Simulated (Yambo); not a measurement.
ScF$_{3}$ (ReO3 type, space group Pm-3m, No. 221), G0W0@LDA (Yambo, plasmon pole, terminator in G, 4×4×4 mesh): gap R → Γ in eV by bands and screening block.

```tsv
bands (W and G)	2 Ry	4 Ry	6 Ry	8 Ry	10 Ry
34	13.09	…	11.98	11.94	11.90
57	12.84	11.91	11.75	11.72	11.69
84	12.78	11.84	11.69	…	11.64
120	12.75	…	11.66	11.64	11.62
155	12.74	11.78	11.64	11.62	11.60
```

Task: Estimate the withheld gaps from their neighbours; the computed values follow.

Result: 
- 34, 4 Ry: 12.15
- 84, 8 Ry: 11.67
- 120, 4 Ry: 11.80

The largest settings aren't shown to be the converged limit.

Geometry relaxed with LDA; primitive cell a = b = c = 3.970 Å, α = β = γ = 90.00°.
